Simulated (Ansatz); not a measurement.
A: ZrO₂ (fluorite), a = b = c = 5.116 Å, α = β = γ = 90.00°
B: LiH (rock salt), a = 4.0071 Å, b = 4.0071 Å, c = 4.0071 Å, α = 90.00°, β = 90.00°, γ = 90.00°
C: ZnSe (zinc blende), a = b = c = 5.7330 Å, α = β = γ = 90.00°
D: ZrC (rock salt), a = b = c = 4.7087 Å, α = β = γ = 90.00°
E: AlFe (CsCl type), a = 2.8747 Å, b = 2.8747 Å, c = 2.8747 Å, α = 90.00°, β = 90.00°, γ = 90.00°

Scan: energy over volume and axial ratio (atoms clamped). All come from one method, each on a k mesh of its own. All were relaxed with their symmetry unable to fall. Relaxed AlFe ends ferromagnetic. This is a high-temperature form of ZrO2. ZrC is run without spin polarisation. ZrO2 is run without spin polarisation. Other magnetic orders were not checked, so this need not be the ground state. (This holds for the magnetic or f-shell members.)

Task: Order them by shear modulus C′ = (C11 − C12)/2 (fitted) (lowest first) at the level PBE (plane waves to 420 eV, PAW, scalar-relativistic; Ansatz, a program for electronic structure).

Result: C (17 GPa), B (35 GPa), E (56 GPa), D (177 GPa), A (214 GPa)

(A scan under strain: stresses follow from slopes of the energy per volume, elastic moduli from its curvatures.)
